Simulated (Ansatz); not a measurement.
CaHI:
```
CaHI
1.0
    4.00420     0.00000     0.00000
    0.00000     4.00420     0.00000
    0.00000     0.00000     8.92481
Ca H I
2 2 2
Direct
  0.00000   0.50000   0.13605
  0.50000   0.00000   0.86395
  0.50000   0.50000   0.00000
  0.00000   0.00000   0.00000
  0.00000   0.50000   0.68682
  0.50000   0.00000   0.31318
```

Relaxed with r²SCAN+D4. Special points in fractions of this cell's reciprocal vectors: Γ (0.000, 0.000, 0.000); X (0.000, 0.500, 0.000); M (0.500, 0.500, 0.000); Z (0.000, 0.000, 0.500); R (0.000, 0.500, 0.500); A (0.500, 0.500, 0.500).

Question: List the band energies nearest the valence-band maximum at these points for plane-wave PAW r²SCAN+D4 (Ansatz code).

Answer: In eV from the valence-band maximum; about four levels below and three above (degenerate sets whole), none deeper than 8.9 eV; points with the same levels are listed once.

```json
[
 {"k": "Γ", "below": "-0.65 -0.65 -0.41 -0.41", "above": "4.03 4.40 5.08 5.08"},
 {"k": "X", "below": "-0.62 -0.62 -0.36 -0.36", "above": "4.32 4.32 5.09 5.09"},
 {"k": "M", "below": "-1.69 -1.69 -1.34 -1.34", "above": "3.76 3.76 6.02 6.02"},
 {"k": "Z", "below": "-0.67 -0.67 -0.39 -0.39 0.00", "above": "3.98 4.54 5.08 5.08"},
 {"k": "R", "below": "-1.06 -1.06 -0.36 -0.36", "above": "4.69 4.69 5.16 5.16"},
 {"k": "A", "below": "-1.60 -1.60 -1.37 -1.37", "above": "4.44 4.44 5.07 5.07"}
]
```

Space group P4/nmm. The first step of the workflow began from a Materials Project structure, measured or hypothetical; the Crystallography Open Database files this formula in space group No. 129, but the cells were not matched. Whether it is the stable phase at ambient conditions was not checked. Symmetry was held in the r²SCAN+D4 relaxation; its stability against distortions is not shown here. Scalar-relativistic: spin–orbit coupling is off unless named, which matters more the heavier the elements.

Potentials: the later of the program's two PAW sets.
